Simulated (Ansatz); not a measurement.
One crystal and one scan (energy over volume and axial ratio) at two levels, PBE (plane waves to 420 eV, PAW, scalar-relativistic; Ansatz, an electronic-structure program) and r2SCAN (plane waves to 500 eV, PAW, scalar-relativistic; Ansatz), each from its own relaxed cell and on its own mesh. The cell shown is that of PBE.

PbS (rock salt)

```
PbS
1.0
    0.00000     3.00436     3.00436
    3.00436     0.00000     3.00436
    3.00436     3.00436     0.00000
S Pb
1 1
Cartesian
  0.00000   0.00000   0.00000
  3.00436   3.00436   3.00436
```

Grid over V/V₀ and (c/a)/(c/a)₀, subscript 0 meaning the relaxed cell; the conventional c axis lies along z; no internal relaxation.

E stands for the smeared free energy. PbS was relaxed with its symmetry unable to fall. Spin-orbit coupling is left out, though Pb is heavy. Percentages come from the unrounded values.

| quantity | PBE | r2SCAN | PBE − r2SCAN |
|---|---|---|---|
| Lattice constant a (Å) | 6.009 | 5.974 | +0.035 (+0.6 %) |
| Shear modulus C′ = (C11 − C12)/2 (fit, atoms clamped) (GPa) | 54 | 60 | -6 (-10 %) |

PBE gives the higher value for: lattice constant a. PBE gives the lower value for: shear modulus C′.

(A scan under strain: stresses follow from slopes of the energy per volume, elastic moduli from its curvatures.)
